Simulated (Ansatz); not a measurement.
SrMg, one cell by several methods

```
Sr Mg
1.0
     3.90000    0.00000    0.00000
     0.00000    3.90000    0.00000
     0.00000    0.00000    3.90000
Sr Mg
1 1
Cartesian
  1.9500 1.9500 1.9500
  0.0000 0.0000 0.0000
```

Atoms are numbered in the order listed.

The cell is COD entry 9008822, as deposited and not checked against the literature; nothing was relaxed.

All numbers are computed: DFT, LDA, PAW with Ansatz's default frozen-core files, scalar-relativistic (Ansatz 0.2.0); DFT, LDA, all-electron PAW with datasets made for the crystal, scalar-relativistic (Ansatz 0.2.0); DFT, LDA, all-electron LAPW, scalar-relativistic (Ansatz 0.2.0).

For PAW: a Γ-centred 9×9×9 k mesh, Fermi–Dirac smearing of 0.05 eV, cutoff 420 eV, no spin polarisation; the PAW files were made with PBE, and the program remakes their frozen cores for this functional. The crystal-made all-electron datasets (AE datasets) take a cutoff of 220 eV at this cell. LAPW targets a basis error of 0.5 meV/atom. The Ansatz runs share mesh, smearing and spin set-up. Plane-wave (PAW) pressures include the program's estimate of the Pulay term.

Stress and pressure are positive in compression.

Levels count from the Fermi level.

```
                      quantity     PAW  AE datasets    LAPW
                pressure (GPa)    3.43         3.43    3.43
highest filled level at X (eV)  -2.476       -2.476  -2.476
  lowest empty level at X (eV)   1.619        1.618   1.618
highest filled level at M (eV)  -2.434       -2.435  -2.435
  lowest empty level at M (eV)   0.212        0.213   0.213
highest filled level at R (eV)  -0.830       -0.830  -0.830
  lowest empty level at R (eV)   1.090        1.090   1.090
```

PAW's pressure differs from the LAPW value by about 0.01 GPa or less. Datasets made for the crystal and LAPW share parts of one code, so their agreement isn't an independent check.
